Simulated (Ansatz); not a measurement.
A relaxed cell of Na7N3 is given with its symmetry left out. The cell was found from a structure generator's guess, not taken from experiment.

These are results of Ansatz, DFT PBE, scalar-relativistic, plane waves, PAW, not measurements. Cutoff 420 eV, Γ-centred mesh, Gaussian smearing, collinear spin.

```yaml
crystal:
  lattice:
    - [3.55216, 2.05084, 8.67548]
    - [-3.55216, 2.05084, 8.67548]
    - [0.00000, -4.10169, 8.67548]
  atoms:
    - { symbol: Na, position: [0.50000, 0.50000, 0.50000] }
    - { symbol: Na, position: [0.21082, 0.21082, 0.73130] }
    - { symbol: Na, position: [0.73130, 0.21082, 0.21082] }
    - { symbol: Na, position: [0.21082, 0.73130, 0.21082] }
    - { symbol: Na, position: [0.78918, 0.26870, 0.78918] }
    - { symbol: Na, position: [0.26870, 0.78918, 0.78918] }
    - { symbol: Na, position: [0.78918, 0.78918, 0.26870] }
    - { symbol: N, position: [0.41367, 0.41367, 0.41367] }
    - { symbol: N, position: [0.58633, 0.58633, 0.58633] }
    - { symbol: N, position: [0.00000, 0.00000, 0.00000] }
```

Formation energies are uncorrected and refer to the elements' standard structures at the same level (N₂ as a molecule).

(1) Find its symmetry and describe it.

(2) How far does it lie from the elements in energy?

(3) Is it a metal?

(4) Which magnetic moments does it keep?

(5) From what recipe could a structure generator have reached it?

Answers

(1) R-3m (No. 166). Conventional cell: a = 7.104 Å, c = 26.026 Å. Around Na on a site of symmetry -3m lie 2 N at 2.25 Å and 6 Na at 3.69 Å; around Na on a site of symmetry m lie 2 N at 2.27–2.37 Å, 4 Na at 3.30–3.41 Å and 3 Na at 3.69–3.70 Å; N on a site of symmetry 3m has 4 Na at 2.25–2.27 Å; around N on a site of symmetry -3m lie 6 Na at 2.37 Å.

(2) +0.57 eV/atom. The separate elements lie lower, so it is unstable against them.

(3) Yes, bands cross the Fermi level on the 6×6×6 mesh.

(4) 0.20 μB per atom net, the space between the atoms included; by site: N 0.8 (×2), 0.3 μB.

(5) One such recipe: 4-, 6-connected net, bridging atoms on its edges, bridges bent (R-3m, No. 166). Other recipes can lead to the same cell.

The last run used collinear spin, a 6×6×6 mesh for its 10-atom cell and Gaussian smearing of 0.10 eV. The magnetic state reached may not be the lowest. A structure relaxed within its symmetry needn't be a true minimum.
